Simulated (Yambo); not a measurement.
Yambo run on CaHI (space group P4/nmm, No. 129). The wavefunctions are PBEsol (Quantum ESPRESSO, PseudoDojo norm-conserving, 72 Ry, with spin-orbit coupling) ones on a 4×4×1 mesh (36 occupied bands); a = 3.980 Å, b = 3.980 Å, c = 8.591 Å, α = 90.00°, β = 90.00°, γ = 90.00°.

Yambo input:

```
rim_cut
gw0
dyson
el_el_corr
HF_and_locXC
ppa
em1d
RandQpts= 1000000
RandGvec= 1 Ry
EXXRLvcs= 72 Ry
VXCRLvcs= 288 Ry
Chimod= "HARTREE"
% BndsRnXp
 1 | 310 |
%
NGsBlkXp= 3 Ry
% LongDrXp
 1.0 | 1.0 | 1.0 |
%
PPAPntXp= 27.2114 eV
% GbndRnge
 1 | 310 |
%
GTermKind= "BG"
DysSolver= "n"
ExtendOut
% QPkrange
 1 | 1 | 36 | 37 |
 6 | 6 | 37 | 37 |
%
```

k points by index: 1 = Γ, 6 = M.

The o-*.qp file then holds:

```
#    K-point    Band    Eo [eV]    E [eV]    E-Eo [eV]    Vxc [eV]    Vnlxc [eV]    Sc|Eo [eV]    Sc|E [eV]    dSc/dw|Eo [eV]    Re(Z)    Im(Z)
#
    1    36    0.000000    -0.699566    -0.699566    -11.47260    -14.01168    1.682090    1.839515    -6.122518    0.816325    -0.001406
    1    37    3.501976    4.663329    1.161353    -11.48047    -6.001727    -4.061710    -4.317392    -5.990079    0.819582    -0.001332
    6    37    3.130723    3.800699    0.669977    -9.296840    -4.736297    -3.748228    -3.890566    -5.779981    0.824801    -0.001307
```
(The two width columns are left out.) Convergence of these settings isn't established.

Geometry relaxed with PBE+D3(BJ).
